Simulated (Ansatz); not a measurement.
## YS (Fm-3m) as a metal

```
CELL_PARAMETERS angstrom
0.00000 2.73033 2.73033
2.73033 0.00000 2.73033
2.73033 2.73033 0.00000
ATOMIC_POSITIONS crystal
Y 0.50000 0.50000 0.50000
S 0.00000 0.00000 0.00000
```

The conventional cell has a = 5.461 Å, b = 5.461 Å, c = 5.461 Å, α = 90.00°, β = 90.00°, γ = 90.00°. Y (atom 1) is surrounded by 6 S at 2.73 Å. S (atom 2) has 6 Y at 2.73 Å as nearest neighbours.

Computed, not measured; unless marked otherwise by PBEsol, all-electron LAPW in Ansatz 0.2.0, with spin-orbit coupling. k mesh 12×12×12, fine mesh 14×14×14, Fermi-Dirac smearing of 0.100 eV, basis error target 1 meV/atom. The cell was relaxed by PAW under this functional.

Levels and slopes are solved on a 14×14×14 mesh, and each state is taken as quadratic over its cell.

Question: What is the density of states at the Fermi level, and which bare Sommerfeld coefficient follows?

Answer: N(E_F) = 0.458 states/eV/atom (both spins), so γ = (π²/3) k_B² N(E_F) = 1.08 mJ/(mol-atom K²) without electron-phonon or spin-fluctuation enhancement.

Question: What Drude plasma energy and σ/τ do the band velocities give?

Answer: (ħω_p,α)² = (e²/ε₀VN_k) Σ_nkσ (∂E/∂k_α)² δ(E − E_F) gives ħω_p = (7.02, 7.02, 7.02) eV along x, y, z, and σ/τ = ε₀ω_p² = 10.1×10²⁰ Ω⁻¹m⁻¹s⁻¹ along x. Weighted by the density of states, the mean Fermi speed is 0.824×10⁶ m/s; the surface has an area of 15.1 Å⁻² for each spin direction.

Question: Which bands cross the Fermi level, and what do they carry?

Answer: 

| band | filled part | N (states/eV/cell) | speed (10⁶ m/s) | 5th to 95th percentile | area (Å⁻²) | filling |
| --- | --- | --- | --- | --- | --- | --- |
| 1 | 0.49 | 0.395 | 0.905 | 0.19 to 1.37 | 14.3 | partly filled |
| 2 | 0.49 | 0.395 | 0.905 | 0.19 to 1.37 | 14.3 | partly filled |
| 3 | 0.01 | 0.0429 | 0.309 | 0.22 to 0.48 | 0.532 | nearly empty |
| 4 | 0.01 | 0.0429 | 0.309 | 0.22 to 0.48 | 0.532 | nearly empty |
| 5 | 0.00 | 0.0201 | 0.345 | 0.25 to 0.49 | 0.278 | nearly empty |
| 6 | 0.00 | 0.0201 | 0.345 | 0.25 to 0.49 | 0.278 | nearly empty |

Question: Map the plane k₃ = 1/2 of the mesh: how many bands lie under the Fermi level at each point, counted from the least on the plane?

Answer: k₁ runs to the right and k₂ upwards, each from −½ to ½ with 0 in the middle (the axes needn't be at right angles):
```
00002222222000
00002222222000
20000222220000
22200002000022
22220000000222
22220000000222
22222000002222
22220000000222
22220000000222
22200002000022
20000222220000
00002222222000
00002222222000
00022222222200
```

Question: What does PAW give for the same cell?

Answer: N(E_F) = 0.458 states/eV/atom and ħω_p,x = 7.02 eV.

Question: And without spin-orbit coupling?

Answer: N(E_F) = 0.452 states/eV/atom and ħω_p,x = 6.99 eV, on a 16×16×16 mesh.

Caveats: these sums move with the mesh, by several per cent and more for small sheets; the frozen-core PAW files of the compared runs were fitted under PBE, their cores solved anew for this functional.
